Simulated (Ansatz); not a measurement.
TePd (NiAs type, space group No. 194), a = b = 4.1572 Å, c = 5.6154 Å, α = β = 90.00°, γ = 120.00°.

Relaxed with PBEsol.

Task: Which orbitals make up the states near the Fermi level in DFT-PBEsol in the program Ansatz with PAW potentials?

Result: Within 0.5 eV of the Fermi level: Te 5p 57 %, Pd 4d 34 %, outside the projected shells 5 %. Projections are on Löwdin-orthogonalised atomic valence shells; empty p or d shells of many metals are not among them.

Task: Tabulate the density of states.

Result: States/eV per cell of 4 atoms, in 0.25 eV bins, energy from the Fermi level.

| E (eV) | total | Pd 4d | Te 5p | Te 5s |
|---|---|---|---|---|
| -7.85 | 0.00 | 0.00 | 0.00 | 0.00 |
| -7.60 | 0.00 | 0.00 | 0.00 | 0.00 |
| -7.35 | 0.00 | 0.00 | 0.00 | 0.00 |
| -7.10 | 0.00 | 0.00 | 0.00 | 0.00 |
| -6.85 | 0.00 | 0.00 | 0.00 | 0.00 |
| -6.60 | 1.10 | 0.24 | 0.81 | 0.01 |
| -6.35 | 2.06 | 0.42 | 1.54 | 0.02 |
| -6.10 | 3.78 | 0.91 | 2.73 | 0.03 |
| -5.85 | 3.25 | 0.96 | 2.19 | 0.03 |
| -5.60 | 3.06 | 1.31 | 1.68 | 0.03 |
| -5.35 | 4.13 | 2.26 | 1.79 | 0.02 |
| -5.10 | 4.04 | 2.19 | 1.75 | 0.03 |
| -4.85 | 4.79 | 2.71 | 1.97 | 0.03 |
| -4.60 | 4.32 | 2.79 | 1.44 | 0.02 |
| -4.35 | 6.07 | 4.18 | 1.77 | 0.05 |
| -4.10 | 5.82 | 3.72 | 1.92 | 0.07 |
| -3.85 | 6.82 | 4.25 | 2.34 | 0.09 |
| -3.60 | 4.05 | 2.67 | 1.27 | 0.04 |
| -3.35 | 4.11 | 3.69 | 0.35 | 0.02 |
| -3.10 | 7.74 | 7.38 | 0.25 | 0.01 |
| -2.85 | 8.67 | 7.93 | 0.57 | 0.03 |
| -2.60 | 5.40 | 4.76 | 0.50 | 0.06 |
| -2.35 | 7.41 | 6.65 | 0.54 | 0.10 |
| -2.10 | 4.34 | 3.63 | 0.56 | 0.06 |
| -1.85 | 3.22 | 2.20 | 0.86 | 0.08 |
| -1.60 | 3.25 | 1.93 | 1.10 | 0.11 |
| -1.35 | 2.94 | 1.60 | 1.11 | 0.14 |
| -1.10 | 2.62 | 1.32 | 1.08 | 0.13 |
| -0.85 | 2.58 | 1.27 | 1.09 | 0.13 |
| -0.60 | 2.95 | 1.37 | 1.34 | 0.13 |
| -0.35 | 2.03 | 0.80 | 1.06 | 0.08 |
| -0.10 | 1.43 | 0.46 | 0.83 | 0.06 |
| 0.15 | 2.48 | 0.77 | 1.46 | 0.08 |
| 0.40 | 2.10 | 0.61 | 1.30 | 0.05 |
| 0.65 | 2.08 | 0.59 | 1.32 | 0.04 |
| 0.90 | 2.62 | 0.72 | 1.70 | 0.03 |
| 1.15 | 1.73 | 0.46 | 1.13 | 0.02 |
| 1.40 | 2.71 | 0.68 | 1.84 | 0.02 |
| 1.65 | 1.62 | 0.40 | 1.12 | 0.01 |
| 1.90 | 0.61 | 0.14 | 0.44 | 0.00 |
| 2.15 | 0.08 | 0.02 | 0.06 | 0.00 |
| 2.40 | 0.01 | 0.00 | 0.00 | 0.00 |
| 2.65 | 0.09 | 0.00 | 0.01 | 0.00 |
| 2.90 | 0.29 | 0.01 | 0.02 | 0.00 |
| 3.15 | 0.59 | 0.02 | 0.04 | 0.00 |
| 3.40 | 0.95 | 0.03 | 0.06 | 0.00 |
| 3.65 | 1.61 | 0.04 | 0.10 | 0.00 |
| 3.90 | 2.84 | 0.07 | 0.19 | 0.00 |
| 4.15 | 3.06 | 0.06 | 0.19 | 0.00 |
| 4.40 | 2.96 | 0.06 | 0.18 | 0.00 |
| 4.65 | 1.97 | 0.03 | 0.11 | 0.00 |
| 4.90 | 1.06 | 0.01 | 0.05 | 0.00 |

Space group P6_3/mmc (NiAs type). The first step of the workflow began from a Materials Project structure, measured or hypothetical; the Crystallography Open Database files this formula in space group No. 194, but the cells were not matched. Its standing as an ambient phase is unchecked. The cell was relaxed with PBEsol under the symmetry of its start; whether a distortion lowers the energy is not shown. The run is not spin-polarised. Scalar-relativistic: spin–orbit coupling is off unless named, which matters more the heavier the elements.

Potentials: the later of the program's two PAW sets.
